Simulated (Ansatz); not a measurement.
The start is a generated cell, P built in the beta-W structure type. The structure is fully relaxed (lattice and positions, P = 0) with PBEsol (plane waves to 420 eV, PAW, scalar-relativistic; Ansatz, an electronic-structure program). The first steps use a coarse 5×5×5 k-mesh.

Input geometry:
```
CELL_PARAMETERS angstrom
      4.92056     0.00000     0.00000
      0.00000     4.92056     0.00000
      0.00000     0.00000     4.92056
ATOMIC_POSITIONS crystal
  P  0.25000 0.00000 0.50000
  P  0.75000 0.00000 0.50000
  P  0.00000 0.50000 0.25000
  P  0.00000 0.50000 0.75000
  P  0.50000 0.25000 0.00000
  P  0.50000 0.75000 0.00000
  P  0.00000 0.00000 0.00000
  P  0.50000 0.50000 0.50000
```

**Question.** How large is the pressure on the unrelaxed cell, and of which sign?

**Answer.** -5 GPa (negative: the cell is under tension).

**Question.** By how much does the energy per atom fall from start to end?

**Answer.** 0.01 eV/atom.

**Question.** How does the volume change?

**Answer.** -4.9 %, from 14.89 to 14.16 Å³/atom.

**Question.** Is the relaxed structure metallic? Give its gap.

**Answer.** No gap (metallic).

**Question.** What does it relax into? Give the structure.

**Answer.** 
Space group Pm-3n (No. 223); a = b = c = 4.839 Å, α = β = γ = 90.00°

```tsv
atom	site	symmetry	x	y	z
P	6c	-4m.2	0.0000	0.5000	0.2500
P	2a	m-3.	0.0000	0.0000	0.0000
```

The space group stays Pm-3n (No. 223) (the run could not lower it), with 8 atoms in the primitive cell. Final values are on a 10×10×10 k-mesh of the relaxed cell. No spin polarisation in the result.

The run could not lose the symmetry of its start: the end is stationary, and may be a saddle point rather than a minimum.

All atoms sit on sites fixed by symmetry, so only the cell could relax.

The relaxed structure here is a generated cell of P: the first start was made by placing the elements on the sites of a structure type, and the end was not matched to a known phase here, so it may be hypothetical. Known forms of P include space group No. 64.
